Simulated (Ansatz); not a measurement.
**Structure search: one LaTa2GeN3 candidate**

These are results of DFT PBE, scalar-relativistic, plane waves, PAW (Ansatz 0.2.0), not measurements. Cutoff 420 eV, Gaussian smearing, Γ-centred meshes. Cell and atoms relax first on a coarse mesh, the cell is then made exact in the group found at 0.06 to 0.08 Å, and last on a converged mesh; the steps can't lower the symmetry of their start. No spin polarisation.

The cell of LaTa2GeN3 is invented: random cell by space group and Wyckoff sites (P4mm, No. 99). Its size is a rough estimate.

```cif
data_structure
_symmetry_space_group_name_H-M 'P4mm'
_symmetry_Int_Tables_number 99
_cell_length_a 3.9314
_cell_length_b 3.9314
_cell_length_c 7.9010
_cell_angle_alpha 90.000
_cell_angle_beta 90.000
_cell_angle_gamma 90.000
_cell_volume 122.12
loop_
_atom_site_label
_atom_site_type_symbol
_atom_site_symmetry_multiplicity
_atom_site_Wyckoff_symbol
_atom_site_fract_x
_atom_site_fract_y
_atom_site_fract_z
_atom_site_occupancy
La1 La 1 b 0.50000 0.50000 0.18512 1
Ta1 Ta 1 b 0.50000 0.50000 0.77409 1
Ta2 Ta 1 a 0.00000 0.00000 0.60477 1
Ge1 Ge 1 a 0.00000 0.00000 0.35530 1
N1 N 2 c 0.50000 0.00000 0.69223 1
N2 N 1 b 0.50000 0.50000 0.38583 1
```

Energies over the elements count from the elements' standard structures at the same level (N₂ as a molecule), with no fitted energy shifts.

Q: Which structure results?

A: The symmetry stays P4mm (No. 99). The volume per atom shrinks by 4.8 %, from 17.4 to 16.6 Å³. The shortest distance goes from 1.59 Å (La–N) to 1.86 Å (Ta–N). The end is written in a standard setting, so origin, axes and order of atoms can differ from the start's. Conventional cell: a = 4.001 Å, c = 7.263 Å. La has 1 N at 2.26 Å, 4 N at 2.68 Å, 1 Ta at 3.14 Å, 4 Ta at 3.65 Å, 4 Ge at 3.71 Å, 4 La at 4.00 Å and 1 Ta at 4.12 Å; around Ta on its first site lie 1 N at 1.86 Å, 4 N at 2.41 Å, 4 Ta at 2.95 Å, 1 La at 3.14 Å, 4 Ge at 3.31 Å, 4 Ta at 4.00 Å and 1 La at 4.12 Å; Ta on its second site is surrounded by 4 N at 2.07 Å, 1 Ge at 2.56 Å, 4 Ta at 2.95 Å and 4 La at 3.65 Å; around Ge lie 1 Ta at 2.56 Å and 4 N at 2.83 Å; N on a site of symmetry 2mm is surrounded by 2 Ta at 2.07 Å, 2 Ta at 2.41 Å and 2 La at 2.68 Å; 1 more site not described.

```xyz
7
Lattice="4.0014 0.0000 0.0000 0.0000 4.0014 0.0000 0.0000 0.0000 7.2630" Properties=species:S:1:pos:R:3 pbc="T T T"
La    2.0007    2.0007    0.2993
Ta    2.0007    2.0007    4.4220
Ta    0.0000    0.0000    5.2628
Ge    0.0000    0.0000    2.7066
N     2.0007    0.0000    5.7742
N     0.0000    2.0007    5.7742
N     2.0007    2.0007    2.5580
```

Q: Give its energy and gap.

A:

| Item | Value |
| --- | --- |
| Energy over the elements | −0.63 eV/atom |
| Gap on the 8×8×4 mesh of the 7-atom cell | 0 eV (a metal) |

The last run used Gaussian smearing of 0.10 eV. These runs have no spin–orbit coupling, which can matter for Ta. Symmetry constrained the relaxation, so the result can be a saddle point. Another cell of the same search, in P1, lies 118 meV/atom lower, so this cell isn't the stable form at this level.
